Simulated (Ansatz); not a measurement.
One crystal and one scan (frozen-phonon scan) at two levels, PBE (plane waves to 420 eV, PAW, scalar-relativistic; Ansatz, a program for electronic structure) and r2SCAN (plane waves to 500 eV, PAW, scalar-relativistic; Ansatz), each from its own relaxed cell and on its own mesh. The cell shown is that of PBE.

Starting cell, LiCl (rock salt):

```xyz
2
Lattice="0.0000 2.5752 2.5752 2.5752 0.0000 2.5752 2.5752 2.5752 0.0000" Properties=species:S:1:pos:R:3 pbc="T T T"
Cl     0.0000     0.0000     0.0000
Li     2.5752     2.5752     2.5752
```

The atoms are displaced by Q × the pattern below (from a DFPT mode at Γ, largest move 1; Q in Å), at fixed cell. It is one choice among 3 degenerate patterns.

```tsv
atom	x	y	z
Cl1	0.000	0.000	-0.196
Li2	0.000	0.000	1.000
```

LiCl was relaxed with its symmetry unable to fall. Percentages come from the unrounded values.

Results of PBE:

| Property | Result |
|---|---|
| Lattice constant a (Å) | 5.150 |
| Harmonic wavenumber from the curvature (finite differences) (cm⁻¹ (negative: imaginary)) | 167 |
| Shape of the curve | a single well with its minimum at or next to zero displacement |

Q: Estimate the r2SCAN values.

A: 
```tsv
quantity	r2SCAN	PBE − r2SCAN
Lattice constant a (Å)	5.112	+0.038 (+0.7 %)
Harmonic wavenumber from the curvature (finite differences) (cm⁻¹ (negative: imaginary))	192	-25 (-13 %)
```

PBE gives the higher value for: lattice constant a. PBE gives the lower value for: harmonic wavenumber from the curvature. Both give the same shape of the curve: a single well with its minimum at or next to zero displacement.

(A displaced cell: forces are minus the slopes of the energy, force constants its curvatures, and phonons follow from these.)
